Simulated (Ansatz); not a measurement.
# ZnCu, one cell by several methods

```xyz
2
Lattice="2.9450 0.0000 0.0000 0.0000 2.9450 0.0000 0.0000 0.0000 2.9450" Properties=species:S:1:pos:R:3 pbc="T T T"
Zn    1.4725    1.4725    1.4725
Cu    0.0000    0.0000    0.0000
```

Atoms are numbered in the order listed.

The cell comes from COD entry 9008814, which wasn't checked; take it as a given geometry.

Methods: DFT, PBEsol, PAW with Ansatz's default frozen-core files, scalar-relativistic (Ansatz 0.2.0); DFT, PBEsol, all-electron PAW with datasets made for the crystal, scalar-relativistic (Ansatz 0.2.0); DFT, PBEsol, all-electron LAPW, scalar-relativistic (Ansatz 0.2.0).

For PAW: a Γ-centred 14×14×14 k mesh, Fermi–Dirac smearing of 0.05 eV, cutoff 420 eV, no spin polarisation; the PAW files were made with PBE, and the program remakes their frozen cores for this functional. The crystal-made all-electron datasets (AE datasets) take a cutoff of 300 eV at this cell. LAPW targets a basis error of 0.5 meV/atom. The Ansatz runs share mesh, smearing and spin set-up. Plane-wave (PAW) pressures include the program's estimate of the Pulay term.

Stress and pressure are positive in compression.

Levels count from the Fermi level.

```csv
quantity,PAW,AE datasets,LAPW
pressure (GPa),-4.74,-4.73,-4.75
highest filled level at Γ (eV),-2.703,-2.701,-2.701
lowest empty level at Γ (eV),6.142,6.144,6.144
highest filled level at X (eV),-1.983,-1.982,-1.982
lowest empty level at X (eV),11.651,11.655,11.655
```

PAW's pressure differs from the LAPW value by about 0.01 GPa or less. Datasets made for the crystal and LAPW share parts of one code, so their agreement isn't an independent check.
